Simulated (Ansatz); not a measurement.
Cell and atoms are relaxed with the symmetry kept. Start:

```cif
data_structure
_symmetry_space_group_name_H-M 'P 1'
_symmetry_Int_Tables_number 1
_cell_length_a 4.9346
_cell_length_b 4.9346
_cell_length_c 4.9346
_cell_angle_alpha 104.134
_cell_angle_beta 104.134
_cell_angle_gamma 120.771
_cell_volume 89.76
loop_
_atom_site_label
_atom_site_type_symbol
_atom_site_fract_x
_atom_site_fract_y
_atom_site_fract_z
_atom_site_occupancy
Al1 Al 0.65810 0.15810 0.81620 1
Al2 Al 0.15810 0.34190 0.50000 1
Al3 Al 0.34190 0.84190 0.18380 1
Al4 Al 0.84190 0.65810 0.50000 1
Cu1 Cu 0.25000 0.25000 0.00000 1
Cu2 Cu 0.75000 0.75000 0.00000 1
```

Theory: DFT PBE, scalar-relativistic, plane waves, PAW in Ansatz.

Plane waves to 420 eV, a k mesh through Γ of 10×10×10 on the computed 6-atom cell and Gaussian smearing (0.10 eV); no spin polarisation.

**Question.** What does it relax to?

**Answer.** The volume drops by 0.05 Å³/atom to 14.91 Å³/atom, and the energy falls by 0.2 meV/atom. Final structure:
```
Al Cu
1.0
    -3.02619    3.02619    2.44162
     3.02619   -3.02619    2.44162
     3.02619    3.02619   -2.44162
Al Cu
4 2
Direct
  0.65872 0.15872 0.81744
  0.15872 0.34128 0.50000
  0.34128 0.84128 0.18256
  0.84128 0.65872 0.50000
  0.25000 0.25000 0.00000
  0.75000 0.75000 0.00000
```